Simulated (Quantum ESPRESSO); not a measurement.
## AlSi2PC4 (input and log of a self-consistent run)

Computed values, not a measurement. The program is pw.x of Quantum ESPRESSO 7.5 (plane-wave density functional theory). The cell is made up: 8 atoms on a zincblende/diamond lattice, with randomly drawn elements, strain and displacements, not relaxed. PseudoDojo standard norm-conserving files (v0.5 for PBE, v0.4.1 for LDA and PBEsol) set the functional; there is no spin polarisation, spin-orbit coupling or dispersion term, and the masses in the input are unused placeholders.

Input:

```
&control calculation='scf', pseudo_dir='./dojo.nc.sr.pbe.v0_5.standard.upf', outdir='./o', disk_io='medium', tprnfor=.true., tstress=.true. /
&system ibrav=0, nat=8, ntyp=4, nbnd=26, ecutwfc=82.02448710, nosym=.true., tot_charge=0,
 occupations='smearing', smearing='fd', degauss=0.0073498644
/
&electrons conv_thr=7.350e-09, electron_maxstep=60, /
ATOMIC_SPECIES
Al 1.0 Al.upf
C 1.0 C.upf
P 1.0 P.upf
Si 1.0 Si.upf
CELL_PARAMETERS angstrom
4.4799 0.0945 0.0365
0.0942 4.4494 0.015
0.0367 0.0154 4.4359
ATOMIC_POSITIONS angstrom
Al -0.0066 -0.1128 0.049
Si 0.1094 2.3102 2.2293
Si 2.2035 0.0235 2.2302
P 2.1768 1.9664 0.186
C 1.0976 1.0369 1.2647
C 1.2354 3.324 3.4811
C 3.3914 1.2047 3.3799
C 3.4102 3.5317 1.3186
K_POINTS automatic
6 6 6 1 1 1
```

The log is shortened where brackets say so; the opening notice, blank lines, dates and the lines on written files are dropped, and the path of the files is cut. It prints rydbergs, bohrs and kilobars, and counts compression as positive stress.

```
     Program PWSCF v.7.5
     Parallel version (MPI & OpenMP), running on       1 processor cores
     Number of MPI processes:                 1
     Threads/MPI process:                     1
     [start-up lines left out]
     bravais-lattice index     =            0
     lattice parameter (alat)  =       8.4679  a.u.
     unit-cell volume          =     596.3761 (a.u.)^3
     number of atoms/cell      =            8
     number of atomic types    =            4
     number of electrons       =        32.00
     number of Kohn-Sham states=           26
     kinetic-energy cutoff     =      82.0245  Ry
     charge density cutoff     =     328.0979  Ry
     scf convergence threshold =      7.3E-09
     mixing beta               =       0.7000
     number of iterations used =            8  plain     mixing
     Exchange-correlation= PBE
                           (   1   4   3   4   0   0   0)
     [axes and pseudopotential details left out]
   Cartesian axes
     site n.     atom                  positions (alat units)
         1        Al     tau(   1) = (  -0.0014729  -0.0251727   0.0109349  )
         2        Si     tau(   2) = (   0.0244139   0.5155494   0.4974955  )
         3        Si     tau(   3) = (   0.4917379   0.0052443   0.4976964  )
         4        P      tau(   4) = (   0.4857795   0.4388262   0.0415082  )
         5        C      tau(   5) = (   0.2449429   0.2313969   0.2822333  )
         6        C      tau(   6) = (   0.2756946   0.7417912   0.7768500  )
         7        C      tau(   7) = (   0.7568323   0.2688435   0.7542660  )
         8        C      tau(   8) = (   0.7610278   0.7881420   0.2942617  )
     number of k points=   108  Fermi-Dirac smearing, width (Ry)=  0.0073
     Number of k-points >= 100: set verbosity='high' to print them.
     Dense  grid:    59861 G-vectors     FFT dimensions: (  50,  50,  50)
     Estimated max dynamical RAM per process >      71.65 MB
     Initial potential from superposition of free atoms
     starting charge      31.9960, renormalised to      32.0000
     Starting wfcs are   32 randomized atomic wfcs
     total cpu time spent up to now is       13.4 secs
     per-process dynamical memory:    57.3 Mb
     Self-consistent Calculation
     iteration #  1     ecut=    82.02 Ry     beta= 0.70
     Davidson diagonalization with overlap
     ethr =  1.00E-02,  avg # of iterations =  4.1
     total cpu time spent up to now is       52.2 secs
     total energy              =     -82.65941818 Ry
     estimated scf accuracy    <       1.94712844 Ry
     iteration #  2     ecut=    82.02 Ry     beta= 0.70
     Davidson diagonalization with overlap
     ethr =  6.08E-03,  avg # of iterations =  2.0
     total cpu time spent up to now is       86.3 secs
     total energy              =     -83.13750531 Ry
     estimated scf accuracy    <       1.61086286 Ry
     iteration #  3     ecut=    82.02 Ry     beta= 0.70
     Davidson diagonalization with overlap
     ethr =  5.03E-03,  avg # of iterations =  1.5
     total cpu time spent up to now is      114.5 secs
     total energy              =     -83.43139876 Ry
     estimated scf accuracy    <       0.07255378 Ry
     iteration #  4     ecut=    82.02 Ry     beta= 0.70
     Davidson diagonalization with overlap
     ethr =  2.27E-04,  avg # of iterations =  5.6
     total cpu time spent up to now is      155.5 secs
     total energy              =     -83.45737286 Ry
     estimated scf accuracy    <       0.00396357 Ry
     iteration #  5     ecut=    82.02 Ry     beta= 0.70
     Davidson diagonalization with overlap
     ethr =  1.24E-05,  avg # of iterations =  8.2
     total cpu time spent up to now is      198.2 secs
     total energy              =     -83.45828323 Ry
     estimated scf accuracy    <       0.00192188 Ry
     iteration #  6     ecut=    82.02 Ry     beta= 0.70
     Davidson diagonalization with overlap
     ethr =  6.01E-06,  avg # of iterations =  2.3
     total cpu time spent up to now is      238.3 secs
     total energy              =     -83.45849248 Ry
     estimated scf accuracy    <       0.00035000 Ry
     iteration #  7     ecut=    82.02 Ry     beta= 0.70
     Davidson diagonalization with overlap
     ethr =  1.09E-06,  avg # of iterations =  2.9
     total cpu time spent up to now is      273.8 secs
     total energy              =     -83.45851829 Ry
     estimated scf accuracy    <       0.00004254 Ry
     iteration #  8     ecut=    82.02 Ry     beta= 0.70
     Davidson diagonalization with overlap
     ethr =  1.33E-07,  avg # of iterations =  2.4
     total cpu time spent up to now is      310.2 secs
     total energy              =     -83.45853330 Ry
     estimated scf accuracy    <       0.00000146 Ry
     iteration #  9     ecut=    82.02 Ry     beta= 0.70
     Davidson diagonalization with overlap
     ethr =  4.57E-09,  avg # of iterations =  4.0
     total cpu time spent up to now is      351.5 secs
     total energy              =     -83.45853395 Ry
     estimated scf accuracy    <       0.00000177 Ry
     iteration # 10     ecut=    82.02 Ry     beta= 0.70
     Davidson diagonalization with overlap
     ethr =  4.57E-09,  avg # of iterations =  2.0
     total cpu time spent up to now is      385.7 secs
     total energy              =     -83.45853403 Ry
     estimated scf accuracy    <       0.00000023 Ry
     iteration # 11     ecut=    82.02 Ry     beta= 0.70
     Davidson diagonalization with overlap
     ethr =  7.19E-10,  avg # of iterations =  2.0
     total cpu time spent up to now is      420.7 secs
     End of self-consistent calculation
     [lines on levels left out]
!    total energy              =     -83.45853409 Ry
     estimated scf accuracy    <          3.4E-09 Ry
     smearing contrib. (-TS)   =      -0.00021645 Ry
     internal energy E=F+TS    =     -83.45831764 Ry
     The total energy is F=E-TS. E is the sum of the following terms:
     one-electron contribution =      18.35926297 Ry
     hartree contribution      =      10.15835455 Ry
     xc contribution           =     -29.93245855 Ry
     ewald contribution        =     -82.04347662 Ry
     convergence has been achieved in  11 iterations
     Forces acting on atoms (cartesian axes, Ry/au):
     atom    1 type  1   force =    -0.06243078    0.06796581    0.00061001
     atom    2 type  4   force =    -0.06759646   -0.00945508    0.10046760
     atom    3 type  4   force =     0.01763137   -0.00437425    0.18295427
     atom    4 type  3   force =     0.06830199    0.15155770   -0.10946730
     atom    5 type  2   force =    -0.00512184    0.06651255   -0.05247088
     atom    6 type  2   force =     0.06194034   -0.10680950   -0.07197297
     atom    7 type  2   force =    -0.04091688   -0.00607300    0.00839913
     atom    8 type  2   force =     0.02819227   -0.15932423   -0.05851986
     Total force =     0.394593     Total SCF correction =     0.000073
     Computing stress (Cartesian axis) and pressure
          total   stress  (Ry/bohr**3)                   (kbar)     P=       -0.04
   0.00008440  -0.00084468  -0.00034843           12.42     -124.26      -51.26
  -0.00084468  -0.00004463   0.00020648         -124.26       -6.57       30.37
  -0.00034843   0.00020648  -0.00004057          -51.26       30.37       -5.97
     init_run     :     13.02s CPU     13.25s WALL (       1 calls)
     electrons    :    376.26s CPU    407.32s WALL (       1 calls)
     forces       :      7.80s CPU      7.87s WALL (       1 calls)
     stress       :     30.01s CPU     30.11s WALL (       1 calls)
     [timing details left out]
     PWSCF        :   7m 7.35s CPU   7m39.05s WALL
     JOB DONE.
```

In other units: free energy -1135.511 eV for the cell, pressure 0.00 GPa, largest force component 4.704 eV/Å. A rerun of the same cell at another strain at 1347 eV and a 8 x 8 x 8 mesh moved values by no more than 0.003 eV in energy, 0.06 GPa in stress and 0.002 eV/Å in force.